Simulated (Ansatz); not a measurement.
MgCu2 (cubic Laves (MgCu2 type), space group No. 227) under volume change, PBEsol (plane waves, PAW; program Ansatz), scaled uniformly.

```json
[
 {"V (Å³/atom)": "12.650", "E − E(relaxed) (meV/atom)": "44.1", "P (GPa)": "12.32"},
 {"V (Å³/atom)": "13.067", "E − E(relaxed) (meV/atom)": "18.4", "P (GPa)": "7.51"},
 {"V (Å³/atom)": "13.484", "E − E(relaxed) (meV/atom)": "4.3", "P (GPa)": "3.44"},
 {"V (Å³/atom)": "13.901", "E − E(relaxed) (meV/atom)": "0.0", "P (GPa)": "0.00"},
 {"V (Å³/atom)": "14.318", "E − E(relaxed) (meV/atom)": "3.9", "P (GPa)": "-2.90"},
 {"V (Å³/atom)": "14.735", "E − E(relaxed) (meV/atom)": "14.7", "P (GPa)": "-5.36"},
 {"V (Å³/atom)": "15.152", "E − E(relaxed) (meV/atom)": "31.4", "P (GPa)": "-7.43"}
]
```

Problem. What does a third-order Birch–Murnaghan fit give for V₀, B₀ and B′?

Solution. V₀ = 13.90 Å³/atom, B₀ = 105 GPa, B′ = 4.6.

Space group Fd-3m (cubic Laves (MgCu2 type)). The first step of the workflow began from a Materials Project structure, measured or hypothetical; the Crystallography Open Database files this formula in space group No. 227, but the cells were not matched. Whether it is the stable phase at ambient conditions was not checked. The cell was relaxed with PBEsol under the symmetry of its start; of distortions, only those at the zone centre were tested. The run is not spin-polarised.

Potentials: the later of the program's two PAW sets.
